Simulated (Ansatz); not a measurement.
InSb:
```
CELL_PARAMETERS angstrom
      4.59693     0.00000     0.00000
     -2.29846     3.98106     0.00000
      0.00000     0.00000     7.56513
ATOMIC_POSITIONS crystal
  In 0.33333 0.66667 0.00044
  Sb 0.33333 0.66667 0.37456
  In 0.66667 0.33333 0.50044
  Sb 0.66667 0.33333 0.87456
```

Relaxed with PBEsol. Special points in fractions of this cell's reciprocal vectors: Γ (0.000, 0.000, 0.000); M (0.500, 0.000, 0.000); K (0.333, 0.333, 0.000); A (0.000, 0.000, 0.500); L (0.500, 0.000, 0.500); H (0.333, 0.333, 0.500).

Question: List the band energies nearest the Fermi level at these points for PBEsol (plane waves, PAW; program Ansatz).

Answer: In eV from the Fermi level; about four levels below and three above (degenerate sets whole), none deeper than 8.9 eV; points with the same levels are listed once.

```tsv
k	below	above
Γ	-0.38 -0.12 0.00 0.00	0.22 2.77 2.77
M	-3.32 -2.26 -1.94 -1.04	1.04 1.56 3.18
K	-3.60 -2.48 -2.48 -2.27	1.97 3.50 3.50
A	-0.61 -0.61 -0.61 -0.61	0.79 0.79 3.47 3.47 3.47 3.47
L	-1.85 -1.85 -1.75 -1.75	0.89 0.89 2.41 2.41
H	-3.06 -3.06 -1.48 -1.48	1.49 1.49 3.91 3.91
```

Space group P6_3mc (wurtzite). The start of the workflow was typed in or built on a structure type; neither database checked (COD, Materials Project) lists it. It is not the phase usual at ambient conditions (space group No. 216). The PBEsol relaxation kept the symmetry of its start; of distortions, only those at the zone centre were tested. The Fermi level of a semimetal is unsure by some 0.05 eV on such meshes. Scalar-relativistic: spin–orbit coupling is off unless named, which matters more the heavier the elements.

Potentials: the later of the program's two PAW sets.
